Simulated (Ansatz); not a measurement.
ScAl3:
```yaml
crystal:
  lattice:
    - [4.10519, 0.00000, 0.00000]
    - [0.00000, 4.10519, 0.00000]
    - [0.00000, 0.00000, 4.10519]
  atoms:
    - { symbol: Al, position: [0.00000, 0.50000, 0.50000] }
    - { symbol: Al, position: [0.50000, 0.50000, 0.00000] }
    - { symbol: Al, position: [0.50000, 0.00000, 0.50000] }
    - { symbol: Sc, position: [0.00000, 0.00000, 0.00000] }
```

Relaxed with PBE. Special points in fractions of this cell's reciprocal vectors: Γ (0.000, 0.000, 0.000); X (0.000, 0.500, 0.000); M (0.500, 0.500, 0.000); R (0.500, 0.500, 0.500).

List the band energies nearest the Fermi level at these points for DFT-PBE in the program Ansatz with PAW potentials.

In eV from the Fermi level; about four levels below and three above (degenerate sets whole), none deeper than 8.9 eV; points with the same levels are listed once.

```tsv
k	below	above
Γ	-2.62 -2.62 -1.82 -1.82 -1.82	1.24 1.28 1.28 1.28
X	-7.29 -1.71 -1.71 -1.46	0.78 0.97 0.97
M	-5.63 -5.63 -4.34 -0.54 -0.54	1.18 1.35 2.05
R	-4.44 -2.96 -2.96 -2.96	0.91 2.57 2.57
```

Space group Pm-3m (Cu3Au type). The cell was relaxed with PBE under the symmetry of its start. The run is not spin-polarised.

Potentials: the later of the program's two PAW sets.
